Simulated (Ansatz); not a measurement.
Si$_{2}$W:
```cif
data_Si2W
_chemical_formula_sum 'Si2 W1'
_space_group_name_H-M_alt 'P 1'
_space_group_IT_number 1
_cell_length_a 4.54833
_cell_length_b 4.54833
_cell_length_c 4.54833
_cell_angle_alpha 138.417
_cell_angle_beta 138.417
_cell_angle_gamma 60.266
loop_
_space_group_symop_operation_xyz
  'x, y, z'
loop_
_atom_site_label
_atom_site_type_symbol
_atom_site_fract_x
_atom_site_fract_y
_atom_site_fract_z
_atom_site_occupancy
Si1 Si 0.33457 0.33457 0.00000 1
Si2 Si 0.66543 0.66543 0.00000 1
W1 W 0.00000 0.00000 0.00000 1
```

Relaxed with PBE.

Problem. Decompose the optical modes at the zone centre into irreducible representations, and say which are infrared and Raman allowed.

Solution. Point group 4/mmm: Γ_opt = A1g + A2u + Eg + Eu. Infrared: A2u, Eu. Raman: A1g, Eg.

Problem. Assign frequencies (DFPT, the program Ansatz at the PBE level (PAW)).

Solution. Eu 253, A2u 296, Eg 328, A1g 436 cm⁻¹.

Space group I4/mmm (MoSi2 or CaC2 type). The PBE relaxation kept the symmetry of its start; of distortions, only those at the zone centre were tested. No spin polarisation was allowed. As this level gives no gap, phonon frequencies hold no LO–TO term and depend on the k-mesh and smearing (Fermi–Dirac, 0.1 eV here). Scalar-relativistic: spin–orbit coupling is off unless named, which matters more the heavier the elements.

Potentials: the later of the program's two PAW sets.
